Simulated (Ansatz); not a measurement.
AlAs (zinc blende)

```yaml
crystal:
  lattice:
    - [0.00000, 2.86422, 2.86422]
    - [2.86422, 0.00000, 2.86422]
    - [2.86422, 2.86422, 0.00000]
  atoms:
    - { symbol: As, position: [0.75000, 0.75000, 0.75000] }
    - { symbol: Al, position: [0.00000, 0.00000, 0.00000] }
```

Two coordinates are scanned: the volume, and the ratio of the stretch along z (the conventional c axis) to the stretch across it. Atoms keep their fractional coordinates.

These are PBE (plane waves to 420 eV, PAW, scalar-relativistic; Ansatz, a first-principles code) values and carry that method's errors. k mesh 10×10×10 (Γ-centred), Fermi-Dirac smearing 0.05 eV. Stress and pressure are positive under compression. AlAs was relaxed with its symmetry unable to fall.

Changes of P (GPa) from the point V/V₀ = 1.000, (c/a)/(c/a)₀ = 1.000 when one coordinate moves alone (two changes are said to add if the coupling is within 5 % of the smaller one, nearly so within 20 %):

| point | change |
|---|---|
| V/V₀ = 1.000, (c/a)/(c/a)₀ = 0.920 | -0.182 |
| V/V₀ = 1.000, (c/a)/(c/a)₀ = 0.960 | -0.043 |
| V/V₀ = 0.920, (c/a)/(c/a)₀ = 1.000 | 6.698 |
| V/V₀ = 0.960, (c/a)/(c/a)₀ = 1.000 | 2.995 |
| V/V₀ = 1.040, (c/a)/(c/a)₀ = 1.000 | -2.420 |
| V/V₀ = 1.080, (c/a)/(c/a)₀ = 1.000 | -4.370 |
| V/V₀ = 1.000, (c/a)/(c/a)₀ = 1.040 | -0.037 |
| V/V₀ = 1.000, (c/a)/(c/a)₀ = 1.080 | -0.134 |

Q: What is the change at V/V₀ = 1.040, (c/a)/(c/a)₀ = 0.920, where both move, and how far is it from the sum?

A: The sum of the single changes is -2.420 + (-0.182) = -2.602; the calculation gives -2.571, so the coupling contributes 0.031 (under 20 % of the smaller single change, nearly additive).

(A scan under strain: stresses follow from slopes of the energy per volume, elastic moduli from its curvatures.)
